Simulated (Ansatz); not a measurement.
A geometry of SnO$_{2}$ away from equilibrium: step 2 of the relaxation of a generated cell, SnO2 built in the polar-ZrO2 structure type. All values below come from r2SCAN (plane waves to 500 eV, PAW, scalar-relativistic; Ansatz, a quantum-chemistry and plane-wave program). Γ-centred k-mesh 4×4×4 on the run's cell (coarser than for final values), Fermi–Dirac smearing 0.05 eV. The plane waves were selected for a different cell earlier on the path.

```xyz
12
Lattice="5.2121 0.0000 0.0000 0.0000 4.9905 0.0000 0.0000 0.0000 5.0850" Properties=species:S:1:pos:R:3 pbc="T T T"
Sn     0.1662     1.3085     1.2824
Sn     5.0459     3.6820     3.8249
Sn     2.7722     3.6820     1.2824
Sn     2.4399     1.3085     3.8249
O      1.8982     0.3601     0.5521
O      3.3139     4.6304     3.0946
O      4.5042     4.6304     0.5521
O      0.7079     0.3601     3.0946
O      1.1830     2.6746    -0.0243
O      4.0290     2.3159     2.5182
O      3.7891     2.3159    -0.0243
O      1.4230     2.6746     2.5182
```

### Question
What forces act on the atoms (eV/Å)?

### Answer
```tsv
atom	Fx	Fy	Fz
Sn1	0.14	0.25	0.34
Sn2	-0.14	-0.25	0.34
Sn3	0.14	-0.25	0.34
Sn4	-0.14	0.25	0.34
O5	-0.01	-0.22	0.10
O6	0.01	0.22	0.10
O7	-0.01	0.22	0.10
O8	0.01	-0.22	0.10
O9	-0.18	0.03	-0.44
O10	0.18	-0.03	-0.44
O11	-0.18	-0.03	-0.44
O12	0.18	0.03	-0.44
```

The path ends in Pbcn (No. 60). No spin polarisation in the result.

The run could not lose the symmetry of its start; a randomly shaken copy of 12 atoms returns to this structure.

The first start was generated by placing the elements on the sites of a structure type. Materials Project lists a structure of SnO2 in the same space group, Pbcn (No. 60); the sites were not compared with it, nor with measured phases. Known forms of SnO2 include space group No. 136.
